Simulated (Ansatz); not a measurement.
Input, command and steps of an Ansatz relaxation.

```yaml
crystal:
  lattice:
    - [8.438519852, 0.0, 0.0]
    - [0.0, 8.438519852, 0.0]
    - [0.0, 0.0, 2.8807860915]
  atoms:
    - { symbol: V, position: [0.841879461, 0.158120539, 0.5] }
    - { symbol: V, position: [0.158120539, 0.841879461, 0.5] }
    - { symbol: V, position: [0.658120539, 0.658120539, 0.0] }
    - { symbol: V, position: [0.341879461, 0.341879461, 0.0] }
    - { symbol: V, position: [0.3876485678, 0.6123514322, 0.5] }
    - { symbol: V, position: [0.6123514322, 0.3876485678, 0.5] }
    - { symbol: V, position: [0.1123514322, 0.1123514322, 0.0] }
    - { symbol: V, position: [0.8876485678, 0.8876485678, 0.0] }
    - { symbol: V, position: [0.8854597947, 0.6266169222, 0.5] }
    - { symbol: V, position: [0.1145402053, 0.3733830778, 0.5] }
    - { symbol: V, position: [0.6145402053, 0.1266169222, 0.0] }
    - { symbol: V, position: [0.3854597947, 0.8733830778, 0.0] }
    - { symbol: V, position: [0.6266169222, 0.8854597947, 0.5] }
    - { symbol: V, position: [0.3733830778, 0.1145402053, 0.5] }
    - { symbol: V, position: [0.1266169222, 0.6145402053, 0.0] }
    - { symbol: V, position: [0.8733830778, 0.3854597947, 0.0] }
    - { symbol: "N", position: [0.0, 0.0, 0.5] }
    - { symbol: "N", position: [0.5, 0.5, 0.0] }
basis:
  ecutwfc: 420
kpoints:
  mp_grid: { grid: [4, 4, 12] }
hamiltonian:
  xc: pbesol
scf:
  occupations: { method: gaussian, width: 0.1 }
output:
  forces: true
  stress: true
  eigenvalues: true
relax:
  adjacent_minimum: "off"
  f_tol: 0.01
  max_steps: 30
  cell: { stress_tol: 0.1, fix: [volume] }
```

```bash
ansatz run input.yaml --threads 4 --pin off --max-ram 10240MiB --backend cpu --events-out ev --progress --plain --runs-dir out
```

These are results of Ansatz 0.2.0, DFT PBEsol, scalar-relativistic, plane waves, PAW, not measurements.

The volume is held at 0.94 times that of the relaxed cell.

Of 4 frames 3 are shown, positions in Å and forces in eV/Å; the SCF threshold varies from step to step. Steps run on the plane waves of an earlier cell, with a Pulay correction in the pressure. The basis is chosen afresh for the last frame, the zero of the energies, and at times for earlier ones too; energy and pressure can step there, also at an unchanged geometry. Where two frames share a geometry here, they differ by under 2 meV/atom and 0.3 GPa.

```xyz
18
Lattice="8.4385 0.0000 0.0000 0.0000 8.4385 0.0000 0.0000 0.0000 2.8808" Properties=species:S:1:pos:R:3:forces:R:3 pbc="T T T" step=1 free_energy_over_end_meV_per_atom=0.22 pressure_GPa=15.44
V     7.1042    1.3343    1.4404   -0.1284    0.1284    0.0000
V     1.3343    7.1042    1.4404    0.1284   -0.1284    0.0000
V     5.5536    5.5536    0.0000    0.1284    0.1284    0.0000
V     2.8850    2.8850    0.0000   -0.1284   -0.1284    0.0000
V     3.2712    5.1673    1.4404   -0.1249    0.1249    0.0000
V     5.1673    3.2712    1.4404    0.1249   -0.1249    0.0000
V     0.9481    0.9481    0.0000    0.1249    0.1249    0.0000
V     7.4904    7.4904    0.0000   -0.1249   -0.1249    0.0000
V     7.4720    5.2877    1.4404   -0.0012   -0.0002    0.0000
V     0.9666    3.1508    1.4404    0.0012    0.0002    0.0000
V     5.1858    1.0685    0.0000    0.0012   -0.0002    0.0000
V     3.2527    7.3701    0.0000   -0.0012    0.0002    0.0000
V     5.2877    7.4720    1.4404   -0.0002   -0.0012    0.0000
V     3.1508    0.9666    1.4404    0.0002    0.0012    0.0000
V     1.0685    5.1858    0.0000   -0.0002    0.0012    0.0000
V     7.3701    3.2527    0.0000    0.0002   -0.0012    0.0000
N     0.0000    0.0000    1.4404    0.0000    0.0000    0.0000
N     4.2193    4.2193    0.0000    0.0000    0.0000    0.0000
18
Lattice="8.4374 0.0000 0.0000 0.0000 8.4374 0.0000 0.0000 0.0000 2.8816" Properties=species:S:1:pos:R:3:forces:R:3 pbc="T T T" step=2 free_energy_over_end_meV_per_atom=0.02 pressure_GPa=15.30
V     7.1005    1.3369    1.4408   -0.0436    0.0436    0.0000
V     1.3369    7.1005    1.4408    0.0436   -0.0436    0.0000
V     5.5556    5.5556    0.0000    0.0436    0.0436    0.0000
V     2.8818    2.8818    0.0000   -0.0436   -0.0436    0.0000
V     3.2679    5.1695    1.4408   -0.0306    0.0306    0.0000
V     5.1695    3.2679    1.4408    0.0306   -0.0306    0.0000
V     0.9508    0.9508    0.0000    0.0306    0.0306    0.0000
V     7.4866    7.4866    0.0000   -0.0306   -0.0306    0.0000
V     7.4720    5.2869    1.4408   -0.0107    0.0058    0.0000
V     0.9654    3.1505    1.4408    0.0107   -0.0058    0.0000
V     5.1841    1.0682    0.0000    0.0107    0.0058    0.0000
V     3.2533    7.3692    0.0000   -0.0107   -0.0058    0.0000
V     5.2869    7.4720    1.4408    0.0058   -0.0107    0.0000
V     3.1505    0.9654    1.4408   -0.0058    0.0107    0.0000
V     1.0682    5.1841    0.0000    0.0058    0.0107    0.0000
V     7.3692    3.2533    0.0000   -0.0058   -0.0107    0.0000
N     0.0000    0.0000    1.4408    0.0000    0.0000    0.0000
N     4.2187    4.2187    0.0000    0.0000    0.0000    0.0000
18
Lattice="8.4382 0.0000 0.0000 0.0000 8.4382 0.0000 0.0000 0.0000 2.8810" Properties=species:S:1:pos:R:3:forces:R:3 pbc="T T T" step=4 free_energy_over_end_meV_per_atom=0.00 pressure_GPa=15.25
V     7.1000    1.3382    1.4405   -0.0053    0.0053    0.0000
V     1.3382    7.1000    1.4405    0.0053   -0.0053    0.0000
V     5.5573    5.5573    0.0000    0.0053    0.0053    0.0000
V     2.8809    2.8809    0.0000   -0.0053   -0.0053    0.0000
V     3.2672    5.1710    1.4405    0.0029   -0.0029    0.0000
V     5.1710    3.2672    1.4405   -0.0029    0.0029    0.0000
V     0.9519    0.9519    0.0000   -0.0029   -0.0029    0.0000
V     7.4864    7.4864    0.0000    0.0029    0.0029    0.0000
V     7.4726    5.2877    1.4405   -0.0058    0.0026    0.0000
V     0.9656    3.1506    1.4405    0.0058   -0.0026    0.0000
V     5.1847    1.0685    0.0000    0.0058    0.0026    0.0000
V     3.2535    7.3697    0.0000   -0.0058   -0.0026    0.0000
V     5.2877    7.4726    1.4405    0.0026   -0.0058    0.0000
V     3.1506    0.9656    1.4405   -0.0026    0.0058    0.0000
V     1.0685    5.1847    0.0000    0.0026    0.0058    0.0000
V     7.3697    3.2535    0.0000   -0.0026   -0.0058    0.0000
N     0.0000    0.0000    1.4405    0.0000    0.0000    0.0000
N     4.2191    4.2191    0.0000    0.0000    0.0000    0.0000
```

Time: 3.6 min on 4 threads of Intel(R) Xeon(R) Processor @ 2.50GHz (Skylake/Cascade Lake), with other jobs on the host, peak memory 1.5 GiB.